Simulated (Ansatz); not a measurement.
NbP:
```
NbP
1.0
    3.10744     0.00000     0.00000
    0.00000     3.10744     0.00000
    0.00000     0.00000     3.10744
Nb P
1 1
Direct
  0.00000   0.00000   0.00000
  0.50000   0.50000   0.50000
```

Relaxed with r²SCAN. Special points in fractions of this cell's reciprocal vectors: Γ (0.000, 0.000, 0.000); X (0.000, 0.500, 0.000); M (0.500, 0.500, 0.000); R (0.500, 0.500, 0.500).

List the band energies nearest the Fermi level at these points for DFT-r²SCAN in the program Ansatz with PAW potentials.

In eV from the Fermi level; about four levels below and three above (degenerate sets whole), none deeper than 8.9 eV; points with the same levels are listed once.

| k | below | above |
|---|---|---|
| Γ | -3.57 -3.57 -0.05 -0.05 -0.05 | 1.91 1.91 1.91 |
| X | -8.08 -2.61 -2.61 -2.32 | 2.47 3.58 5.05 |
| M | -4.93 -4.93 -2.95 -0.21 -0.21 | 1.62 2.67 3.86 |
| R | -8.67 -6.96 -6.96 -6.96 | 3.64 3.64 3.64 |

Space group Pm-3m (CsCl type). The cell is a constructed one: a structure type filled with these elements; neither database checked (COD, Materials Project) lists it. COD files the formula under space group No. 141, so this cell is another polymorph or a model. Whether it is the stable phase at ambient conditions was not checked. Symmetry was held in the r²SCAN relaxation; whether a distortion lowers the energy is not shown. No spin polarisation was allowed. Scalar-relativistic: spin–orbit coupling is off unless named, which matters more the heavier the elements.

Potentials: the later of the program's two PAW sets.
